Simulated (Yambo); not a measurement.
Given:

```xyz
10
Lattice="2.6424 1.5256 4.8460 -2.6424 1.5256 4.8460 0.0000 -3.0512 4.8460" Properties=species:S:1:pos:R:3 pbc="T T T"
Li     0.0000     0.0000     5.2655
Li     0.0000     0.0000     9.2724
O     -0.9145    -1.7240     8.3952
O      0.9145     1.7240     6.1427
O     -1.0358     1.6540     8.3952
O      1.0358    -1.6540     6.1427
O      1.9503     0.0701     8.3952
O     -1.9503    -0.0701     6.1427
Nb     0.0000     0.0000     2.0992
Nb     0.0000     0.0000    12.4387
```

Workflow: norm-conserving PBEsol (Quantum ESPRESSO, 84 Ry, no spin-orbit coupling), then G0W0 in Yambo (2×2×2 Γ-centred k mesh, bands 5 to 182 and a 7 Ry block in the screening, 182 bands in G with the Bruneval-Gonze terminator, plasmon pole fitted at 27.2 eV).

**Question.** Give the PBEsol and G0W0 gaps between the band edges found on this mesh, and say where the edges lie.

**Answer.** Edges: F → F. PBEsol: 3.84 eV; G0W0: 5.67 eV. The mesh misses an edge: along a dense path the PBEsol gap is 3.79 eV. Nearest settings tried, and what they do to the gap: 121 bands in G: +16 meV; 121 bands in W, 121 bands in G: +58 meV; 6 Ry block (205 vectors against 265): -8 meV. Not varied: mesh. So the settings aren't converged at that level. The k mesh is coarse. Spin-orbit splittings are left out.

Geometry of the Materials Project entry, not relaxed at this level.

This is not the ordinary phase of the substance.
